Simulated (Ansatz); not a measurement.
Consider the following.

Co₂C:
```
CELL_PARAMETERS angstrom
      4.30042     0.00000     0.00000
      0.00000     4.31258     0.00000
      0.00000     0.00000     2.84050
ATOMIC_POSITIONS crystal
  Co 0.64694 0.74402 0.00000
  Co 0.35306 0.25598 0.00000
  Co 0.85306 0.24402 0.50000
  Co 0.14694 0.75598 0.50000
  C  0.00000 0.00000 0.00000
  C  0.50000 0.50000 0.50000
```

This is the PBEsol-relaxed structure.

### Question
All from the program Ansatz at the PBEsol level (PAW), unless another level is named. Predict the electronic character.

### Answer
metallic (no gap).

### Question
What about the formation energy from the elements (no fitted shifts)?

### Answer
0.024 eV/atom.

### Question
Next, the density of states at the Fermi level?

### Answer
0.89 states/eV per atom (mean over ±0.08 eV).

Space group Pnnm. The workflow started from a Materials Project entry (that database holds measured and hypothetical structures alike); the Crystallography Open Database files this formula in space group No. 58, but the cells were not matched. Whether it is the stable phase at ambient conditions was not checked. The cell was relaxed with PBEsol under the symmetry of its start; whether a distortion lowers the energy is not shown. No spin polarisation was allowed. The references are the lowest solids computed at this level, not always the standard phases.

Potentials: the later of the program's two PAW sets.
